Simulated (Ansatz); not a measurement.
ZrSeTe (Janus 2H monolayer) was relaxed with 5 functionals in Ansatz 0.2.0, cell and atoms free, the symmetry of the start kept (meshes: PBE 6×6×1, r2SCAN 12×12×1, PBEsol 12×12×1, LDA 12×12×1, HSE06 6×6×1). Computed, not measured; no magnetism was allowed, and whether the structure is a known phase isn't checked.

The r2SCAN result:
```xyz
3
Lattice="3.8274 0.0000 0.0000 -1.9137 3.3147 0.0000 0.0000 0.0000 31.6293" Properties=species:S:1:pos:R:3 pbc="T T F"
Zr    0.0000    2.2098    9.1307
Se    1.9137    1.1049   10.6860
Te    1.9137    1.1049    7.1833
```
The sheet repeats along a and b alone.

In-plane lattice: a = 3.827 Å, b = 3.827 Å, γ = 120.0°; thickness between the outer nuclei 3.50 Å. Zr has 3 Se at 2.70 Å and 3 Te at 2.95 Å; Se has 3 Zr at 2.70 Å; Te has 3 Zr at 2.95 Å.

Task: How does the cell change with PBEsol?

Result: a = 3.748 Å; the area differs by -4.1 % from r2SCAN's. Zr has 3 Se at 2.67 Å and 3 Te at 2.92 Å; Se has 3 Zr at 2.67 Å; Te has 3 Zr at 2.92 Å.

Task: What lattice does LDA give?

Result: a = 3.714 Å; the area differs by -5.8 % from r2SCAN's. Zr has 3 Se at 2.64 Å and 3 Te at 2.90 Å; Se has 3 Zr at 2.64 Å; Te has 3 Zr at 2.90 Å.

Task: Held at the r2SCAN cell, what mean stress do LDA and PBE find, and does its sign point to their own minimum?

Result: Yes. LDA -3.06 N/m, and its relaxed area is -5.8 % from r2SCAN's; PBE -0.07 N/m, and its relaxed area is -0.2 % from r2SCAN's. Compression counts positive, so a positive stress asks for a larger cell.
